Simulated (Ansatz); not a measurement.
## Surface calculation: bcc Ta (110), 5 layers

The slab is cut from the bcc crystal, the stable phase, as relaxed on PAW files (18.30 Å³/atom), with 16 Å of vacuum and a dipole correction:

```
CELL_PARAMETERS angstrom
2.87529 0.00000 0.00000
-0.95843 2.71085 0.00000
0.00000 0.00000 25.39060
ATOMIC_POSITIONS crystal
Ta 0.00000 0.00000 0.31508
Ta 0.50000 0.50000 0.40754
Ta 0.00000 0.00000 0.50000
Ta 0.50000 0.50000 0.59246
Ta 0.00000 0.00000 0.68492
```

Level of theory: DFT with PBE, scalar-relativistic, in Ansatz 0.2.0; a Γ-centred 13×13×1 k mesh, Fermi–Dirac smearing of 0.1 eV, no spin polarisation. LAPW: all electrons, basis error target 1 meV/atom; PAW: frozen-core files, cutoff 420 eV.

The bulk energy comes from a cell in the slab's orientation on a 13×13×8 mesh. The surface energy is (E(slab) − N·E(bulk))/2A at zero smearing, the mean of both faces; thin slabs carry quantum-size effects.

Spin–orbit coupling is left out, which matters for the heavy atoms.

Problem. As cut, the LAPW slab lies 2.369 eV above 5 atoms of bulk. What surface energy is that?

Solution. Over two faces of 7.79 Å² it is 152.0 meV/Å², and times 16.02 J/m² per eV/Å² that gives γ = 2.435 J/m².

Problem. What do relaxation and the other method give, and what work function comes out?

Solution. 

| method | γ as cut (J/m²) | γ relaxed (J/m²) | Φ as cut (eV) | Φ relaxed (eV) |
| --- | --- | --- | --- | --- |
| LAPW | 2.435 | 2.374 | 4.78 | 4.73 |
| PAW | 2.440 | 2.378 | 4.79 | 4.74 |

Problem. How do the spacings between the planes relax?

Solution. From the bottom face up: d12 -4.4 % of 2.348 Å, d23 -0.1 % of 2.348 Å, d34 -0.1 % of 2.348 Å, d45 -4.4 % of 2.348 Å.

Problem. What changes if the vacuum is set to 11 Å?

Solution. LAPW then gives: no gap, work function 4.73 eV; PAW: no gap, work function 4.73 eV. The program warns that the vacuum is too thin.

Problem. A 4f core hole is made on one atom of each kind in every 1×1 cell (PAW hole dataset, neutral cell, valence without spin). What does it cost by layer?

Solution. layer 1 23.09 eV, layer 2 22.79 eV, layer 3 22.76 eV. Shifts between layers mean more than the absolute values, and a whole layer of holes screens otherwise than one hole.

Problem. In the relaxed 1×1 cell, replace the outer, then the middle Ta by W, which changes a whole layer. What shift does this Z+1 picture give?

Solution. E(outer) − E(middle) = +0.39 eV by LAPW and +0.39 eV by PAW; a positive value puts the surface line at higher binding energy.
